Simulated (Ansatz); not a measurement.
Starting cell, AlN (wurtzite):

```
AlN
1.0
    6.21311     0.00000     0.00000
   -1.55328     2.69036     0.00000
    0.00000     0.00000     4.97805
Al N
4 4
Direct
  0.16667   0.66667   0.99658
  0.66667   0.66667   0.99658
  0.33333   0.33333   0.49658
  0.83333   0.33333   0.49658
  0.16667   0.66667   0.37822
  0.66667   0.66667   0.37822
  0.33333   0.33333   0.87822
  0.83333   0.33333   0.87822
```

The atoms are displaced by Q × the pattern below (from a DFPT mode at M = (0.5, 0.0, 0.0), largest move 1; Q in Å), at fixed cell. (q is in reciprocal vectors of the primitive cell; the cell shown is doubled to hold the pattern.)

```tsv
atom	x	y	z
Al1	-0.212	-0.123	-0.150
Al2	0.212	0.123	0.150
Al3	0.212	0.123	-0.150
Al4	-0.212	-0.123	0.150
N5	0.859	0.496	0.123
N6	-0.859	-0.496	-0.123
N7	-0.859	-0.496	0.123
N8	0.859	0.496	-0.123
```

Method: r2SCAN (plane waves to 500 eV, PAW, scalar-relativistic; Ansatz, a quantum-chemistry and plane-wave program). k mesh 6×12×7 (Γ-centred), Fermi-Dirac smearing 0.05 eV. Energies are smeared free energies. AlN was relaxed with its symmetry unable to fall. The PAW data are Ansatz's earlier set. ΔE is measured from the undisplaced structure.

```tsv
Q (Å)	ΔE (meV/cell)
-0.180	2206
-0.120	960
-0.060	237
0.000	0
0.060	237
0.120	960
0.180	2206
```

Question: Which DFPT wavenumber at M = (0.5, 0.0, 0.0) belongs to this mode?
(A) 354 cm⁻¹
(B) 513 cm⁻¹
(C) 741 cm⁻¹
(D) 235 cm⁻¹

Answer: C, 741 cm⁻¹. The curvature of the scan gives 741 cm⁻¹

(A displaced cell: forces are minus the slopes of the energy, force constants its curvatures, and phonons follow from these.)
